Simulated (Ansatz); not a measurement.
TiPd3 (Cu3Au type, Pm-3m), PBEsol (plane waves, PAW; program Ansatz), all energies at zero smearing, with the estimated change up to a 700 eV cutoff added, with one set of potentials and settings (totals compare only within such a set). Cell of 4 atoms (1 Ti, 3 Pd): -23196.571 eV.

```tsv
element	reference phase	E (eV/atom)
Ti	P6/mmm, 3 atoms in the cell	-2473.9117
Pd	Fm-3m, 1 atoms in the cell	-6906.6520
```

Formation energy per atom, worked out: (-23196.571 − 1×(-2473.9117) − 3×(-6906.6520))/4 = -0.676 eV/atom (-65 kJ per mol of atoms), at 0 K, without zero-point energy or fitted corrections.

The workflow started from an entry of the Crystallography Open Database (COD). Its standing as an ambient phase is unchecked. The cell was relaxed with PBEsol under the symmetry of its start; of distortions, only those at the zone centre were tested. The run is not spin-polarised. The references are the lowest solids computed at this level, not always the standard phases.

Potentials: the later of the program's two PAW sets.
